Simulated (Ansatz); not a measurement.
Relaxed-ion elastic tensor of HfOs (CsCl type, Pm-3m) in GPa (Voigt order), PBEsol (plane waves, PAW; program Ansatz); density 18.27 g/cm³, 16.76 Å³ per atom.

```tsv
	1	2	3	4	5	6
1	429	144	144	0.0	0.0	0.0
2	144	429	144	0.0	0.0	0.0
3	144	144	429	0.0	0.0	0.0
4	0.0	0.0	0.0	114	0.0	0.0
5	0.0	0.0	0.0	0.0	114	0.0
6	0.0	0.0	0.0	0.0	0.0	114
```

Problem. Is the crystal mechanically stable?

Solution. Yes: the smallest eigenvalue of C is 114 GPa.

Problem. Work out the Voigt, Reuss and Hill averages.

Solution. K_V = 239, K_R = 239, K_H = 239; G_V = 126, G_R = 124, G_H = 125 GPa.

Problem. Give Young's modulus, Poisson's ratio, Pugh's ratio and the universal anisotropy index.

Solution. E = 9KG/(3K + G) = 319 GPa; ν = 0.28; K/G = 1.91 (ductile by the Pugh limit of 1.75); A_U = 5G_V/G_R + K_V/K_R − 6 = 0.06.

Problem. Estimate the sound speeds and the Debye temperature.

Solution. v_l = √((K + 4G/3)/ρ) = 4710 m/s, v_t = √(G/ρ) = 2610 m/s, mean 2910 m/s; Θ = (h/k)(3n/4πV)^(1/3) v_m = 339 K.

Problem. Give the Zener ratio and Young's modulus along [100], [110] and [111].

Solution. A = 2C44/(C11 − C12) = 0.80; 1/E = S11 − 2(S11 − S12 − S44/2)Γ with Γ = 0, 1/4, 1/3 gives 357, 309, 295 GPa.

The workflow started from a Materials Project entry (that database holds measured and hypothetical structures alike); the Crystallography Open Database files this formula in space group No. 221, but the cells were not matched. Its standing as an ambient phase is unchecked. Symmetry was held in the PBEsol relaxation; of distortions, only those at the zone centre were tested. No spin polarisation was allowed. As this level gives no gap, shear constants depend on the k-mesh and smearing (Fermi–Dirac, 0.1 eV here). Scalar-relativistic: spin–orbit coupling is off unless named, which matters more the heavier the elements.

Potentials: the later of the program's two PAW sets.
